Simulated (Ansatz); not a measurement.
Elastic constants of ZrPt3: input and output

Computed with DFT LDA, scalar-relativistic, plane waves, PAW (Ansatz).

Launched with:
```bash
ansatz run input.yaml --threads 1 --pin off --max-ram 3072MiB --backend cpu --events-out ev --progress --plain --runs-dir out
```

Input (bare energies are in eV):
```yaml
crystal:
  lattice:
    - [3.9716773852, 0.0, 0.0]
    - [0.0, 3.9716773852, 0.0]
    - [0.0, 0.0, 3.9716773852]
  atoms:
    - { symbol: Zr, position: [0.0, 0.0, 0.0] }
    - { symbol: Pt, position: [0.0, 0.5, 0.5] }
    - { symbol: Pt, position: [0.5, 0.0, 0.5] }
    - { symbol: Pt, position: [0.5, 0.5, 0.0] }
basis:
  ecutwfc: 420
kpoints:
  mp_grid: { grid: [10, 10, 10] }
hamiltonian:
  xc: lda
scf:
  occupations: { method: fermi_dirac, width: 0.15 }
output:
  forces: true
  stress: true
  eigenvalues: true
elastic:
  mode: relaxed_ion
  amplitude: 0.005
  stencil: two_point
```

From the output:
```
--- Elastic constants: 2 strain directions × 2 members + reference (group order 48) ---
  dense FFT box of the reference and of every strained cell: 27×27×27
  strains applied: 11, 23; error gains: componentwise 1.00 (the most a stress slope's error grows in a printed constant), spectral 1.73 (1 for all six strains in a standard setting)
  C = ∂σ_k/∂η_j (tension-positive GPa; Voigt order 11 22 33 23 13 12):
       395.685    199.816    199.816     -0.000     -0.000     -0.000
       199.816    395.685    199.816     -0.000     -0.000     -0.000
       199.816    199.816    395.685     -0.000     -0.000     -0.000
         0.000      0.000     -0.000    141.362     -0.000      0.000
        -0.000     -0.000      0.000      0.000    141.362      0.000
        -0.000      0.000     -0.000      0.000      0.000    141.362
  reference stress σ⁰ (GPa):      0.000      0.000      0.000     -0.000     -0.000     -0.000
  C* (energy form; C + prestress term) asymmetry max|C*_kj − C*_jk| = 8.527e-14 GPa — a small one proves nothing (zero by symmetry where the batch's group is 432, −43m or m−3m); a large one is finite-difference/SCF noise where every solve ...
  moduli (Voigt/Reuss/Hill, GPa): K = 265.11/265.11/265.11   G = 123.99/120.07/122.03   E = 317.39   ν = 0.300
  mechanically stable: yes (min eigenvalue of sym C = 141.36 GPa)
  strain η (Voigt 11):  stress-route row diagonal C_11 = 395.69 GPa, energy-path curvature d²(F+E_count+ΔE)/dδ²/Ω₀ = 395.68 GPa
         δ    σ_11 (GPa) F (eV) n_scf n_hpsi n_pw
    -5.000e-3      -2.0060      -40816.7582097      10   90784   1244   relax 0 steps, max|allowed force component| 3.63e-29 eV/Å
     5.000e-3       1.9509      -40816.7582413       7   74332   1253   relax 0 steps, max|allowed force component| 3.71e-29 eV/Å
  strain η (Voigt 23):  stress-route row diagonal C_44 = 141.36 GPa, energy-path curvature d²(F+E_count+ΔE)/dδ²/Ω₀ = 141.37 GPa
         δ    σ_23 (GPa) F (eV) n_scf n_hpsi n_pw
    -5.000e-3      -0.7068      -40816.7594723       8  130054   1246   relax 0 steps, max|allowed force component| 1.05e-28 eV/Å
     5.000e-3       0.7068      -40816.7594723       7  104353   1246   relax 0 steps, max|allowed force component| 3.46e-28 eV/Å
```

Time: 83 s on 1 thread of Arm Neoverse V2, on a shared host, peak memory 0.62 GiB.

In a metal, frequencies and elastic constants depend on the k mesh and the smearing, soft modes and shear constants most. Spin–orbit coupling is left out, which can shift energies with elements as heavy as these.